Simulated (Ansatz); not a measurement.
A relaxation computed with Ansatz, from input to last step.

```yaml
crystal:
  lattice:
    - [5.0895, 2.938424195, 3.8913333333]
    - [-5.0895, 2.938424195, 3.8913333333]
    - [0.0, -5.8768483901, 3.8913333333]
  atoms:
    - { symbol: Te, position: [0.29112, 0.29112, 0.29112] }
    - { symbol: Te, position: [0.70888, 0.70888, 0.70888] }
    - { symbol: Te, position: [0.87742, 0.61856, 0.24499] }
    - { symbol: Te, position: [0.24499, 0.87742, 0.61856] }
    - { symbol: Te, position: [0.61856, 0.24499, 0.87742] }
    - { symbol: Te, position: [0.12258, 0.38144, 0.75501] }
    - { symbol: Te, position: [0.75501, 0.12258, 0.38144] }
    - { symbol: Te, position: [0.38144, 0.75501, 0.12258] }
    - { symbol: Mo, position: [0.95521, 0.25991, 0.08152] }
    - { symbol: Mo, position: [0.08152, 0.95521, 0.25991] }
    - { symbol: Mo, position: [0.25991, 0.08152, 0.95521] }
    - { symbol: Mo, position: [0.04479, 0.74009, 0.91848] }
    - { symbol: Mo, position: [0.91848, 0.04479, 0.74009] }
    - { symbol: Mo, position: [0.74009, 0.91848, 0.04479] }
basis:
  ecutwfc: 500
kpoints:
  mp_grid: { grid: [6, 6, 6] }
hamiltonian:
  xc: r2scan
scf:
  occupations: { method: gaussian, width: 0.1 }
output:
  forces: true
  stress: true
  eigenvalues: true
relax:
  adjacent_minimum: "off"
  f_tol: 0.01
  max_steps: 40
```

```bash
ansatz run input.yaml --threads 4 --pin off --max-ram 10240MiB --backend cpu --events-out ev --progress --plain --runs-dir out
```

All numbers below come from Ansatz, DFT r2SCAN, scalar-relativistic, plane waves, PAW.

Of 5 frames 5 are shown, positions in Å and forces in eV/Å; the SCF threshold varies from step to step. The mark taken_back stands on steps that the optimiser undid.

```xyz
14
Lattice="5.0895 2.9384 3.8913 -5.0895 2.9384 3.8913 0.0000 -5.8768 3.8913" Properties=species:S:1:pos:R:3:forces:R:3 pbc="T T T" step=1 free_energy_over_end_meV_per_atom=2.51
Te    0.0000    0.0000    3.3985    0.0000    0.0000    0.0720
Te    0.0000    0.0000    8.2755    0.0000    0.0000   -0.0720
Te    1.3175    2.9561    6.7747    0.0075   -0.0210    0.0269
Te   -3.2188   -0.3371    6.7747    0.0144    0.0170    0.0269
Te    1.9013   -2.6190    6.7747   -0.0220    0.0040    0.0269
Te   -1.3175   -2.9561    4.8993   -0.0075    0.0210   -0.0269
Te    3.2188    0.3371    4.8993   -0.0144   -0.0170   -0.0269
Te   -1.9013    2.6190    4.8993    0.0220   -0.0040   -0.0269
Mo    3.5387    3.0915    5.0457    0.3916   -0.0170   -0.2180
Mo   -4.4466    1.5189    5.0457   -0.1811    0.3477   -0.2180
Mo    0.9079   -4.6104    5.0457   -0.2105   -0.3307   -0.2180
Mo   -3.5387   -3.0915    6.6283   -0.3916    0.0170    0.2180
Mo    4.4466   -1.5189    6.6283    0.1811   -0.3477    0.2180
Mo   -0.9079    4.6104    6.6283    0.2105    0.3307    0.2180
14
Lattice="5.0895 2.9384 3.8913 -5.0895 2.9384 3.8913 0.0000 -5.8768 3.8913" Properties=species:S:1:pos:R:3:forces:R:3 pbc="T T T" step=2 free_energy_over_end_meV_per_atom=3.14 taken_back
Te    0.0000    0.0000    3.4105    0.0000    0.0000   -0.0154
Te    0.0000    0.0000    8.2635    0.0000    0.0000    0.0154
Te    1.3465    2.9629    6.7815   -0.0244   -0.0837   -0.0704
Te   -3.2392   -0.3154    6.7815    0.0847    0.0207   -0.0704
Te    1.8927   -2.6475    6.7815   -0.0603    0.0630   -0.0704
Te   -1.3465   -2.9629    4.8925    0.0244    0.0837    0.0704
Te    3.2392    0.3154    4.8925   -0.0847   -0.0207    0.0704
Te   -1.8927    2.6475    4.8925    0.0603   -0.0630    0.0704
Mo    3.5793    3.0796    5.0190   -0.4929   -0.0634    0.2740
Mo   -4.4567    1.5600    5.0190    0.3014   -0.3952    0.2740
Mo    0.8774   -4.6396    5.0190    0.1916    0.4586    0.2740
Mo   -3.5793   -3.0796    6.6550    0.4929    0.0634   -0.2740
Mo    4.4567   -1.5600    6.6550   -0.3014    0.3952   -0.2740
Mo   -0.8774    4.6396    6.6550   -0.1916   -0.4586   -0.2740
14
Lattice="5.0895 2.9384 3.8913 -5.0895 2.9384 3.8913 0.0000 -5.8768 3.8913" Properties=species:S:1:pos:R:3:forces:R:3 pbc="T T T" step=3 free_energy_over_end_meV_per_atom=0.05
Te    0.0000    0.0000    3.4066    0.0000    0.0000   -0.0142
Te    0.0000    0.0000    8.2674    0.0000    0.0000    0.0142
Te    1.3238    2.9506    6.7732    0.0100    0.0346    0.0112
Te   -3.2172   -0.3289    6.7732   -0.0350   -0.0087    0.0112
Te    1.8934   -2.6217    6.7732    0.0250   -0.0260    0.0112
Te   -1.3238   -2.9506    4.9008   -0.0100   -0.0346   -0.0112
Te    3.2172    0.3289    4.9008    0.0350    0.0087   -0.0112
Te   -1.8934    2.6217    4.9008   -0.0250    0.0260   -0.0112
Mo    3.5585    3.0850    5.0322   -0.0046    0.0126   -0.0268
Mo   -4.4509    1.5393    5.0322   -0.0086   -0.0103   -0.0268
Mo    0.8924   -4.6243    5.0322    0.0132   -0.0023   -0.0268
Mo   -3.5585   -3.0850    6.6418    0.0046   -0.0126    0.0268
Mo    4.4509   -1.5393    6.6418    0.0086    0.0103    0.0268
Mo   -0.8924    4.6243    6.6418   -0.0132    0.0023    0.0268
14
Lattice="5.0895 2.9384 3.8913 -5.0895 2.9384 3.8913 0.0000 -5.8768 3.8913" Properties=species:S:1:pos:R:3:forces:R:3 pbc="T T T" step=4 free_energy_over_end_meV_per_atom=0.01
Te    0.0000    0.0000    3.4041    0.0000    0.0000   -0.0049
Te    0.0000    0.0000    8.2699    0.0000    0.0000    0.0049
Te    1.3291    2.9547    6.7733   -0.0025   -0.0028    0.0070
Te   -3.2234   -0.3263    6.7733    0.0037   -0.0007    0.0070
Te    1.8943   -2.6284    6.7733   -0.0012    0.0036    0.0070
Te   -1.3291   -2.9547    4.9007    0.0025    0.0028   -0.0070
Te    3.2234    0.3263    4.9007   -0.0037    0.0007   -0.0070
Te   -1.8943    2.6284    4.9007    0.0012   -0.0036   -0.0070
Mo    3.5578    3.0828    5.0297    0.0120    0.0050    0.0126
Mo   -4.4487    1.5398    5.0297   -0.0103    0.0079    0.0126
Mo    0.8909   -4.6226    5.0297   -0.0017   -0.0129    0.0126
Mo   -3.5578   -3.0828    6.6443   -0.0120   -0.0050   -0.0126
Mo    4.4487   -1.5398    6.6443    0.0103   -0.0079   -0.0126
Mo   -0.8909    4.6226    6.6443    0.0017    0.0129   -0.0126
14
Lattice="5.0895 2.9384 3.8913 -5.0895 2.9384 3.8913 0.0000 -5.8768 3.8913" Properties=species:S:1:pos:R:3:forces:R:3 pbc="T T T" step=5 free_energy_over_end_meV_per_atom=0.00
Te    0.0000    0.0000    3.4052    0.0000    0.0000    0.0010
Te    0.0000    0.0000    8.2688    0.0000    0.0000   -0.0010
Te    1.3287    2.9547    6.7751    0.0007   -0.0024   -0.0002
Te   -3.2231   -0.3267    6.7751    0.0018    0.0018   -0.0002
Te    1.8945   -2.6280    6.7751   -0.0025    0.0006   -0.0002
Te   -1.3287   -2.9547    4.8989   -0.0007    0.0024    0.0002
Te    3.2231    0.3267    4.8989   -0.0018   -0.0018    0.0002
Te   -1.8945    2.6280    4.8989    0.0025   -0.0006    0.0002
Mo    3.5585    3.0834    5.0312   -0.0024   -0.0002   -0.0020
Mo   -4.4496    1.5401    5.0312    0.0014   -0.0020   -0.0020
Mo    0.8911   -4.6235    5.0312    0.0011    0.0022   -0.0020
Mo   -3.5585   -3.0834    6.6428    0.0024    0.0002    0.0020
Mo    4.4496   -1.5401    6.6428   -0.0014    0.0020    0.0020
Mo   -0.8911    4.6235    6.6428   -0.0011   -0.0022    0.0020
```

It took 4.4 min on 4 threads of Oxide Virtual Turin-like Processor (Zen 5) (shared host), peak memory 3.1 GiB.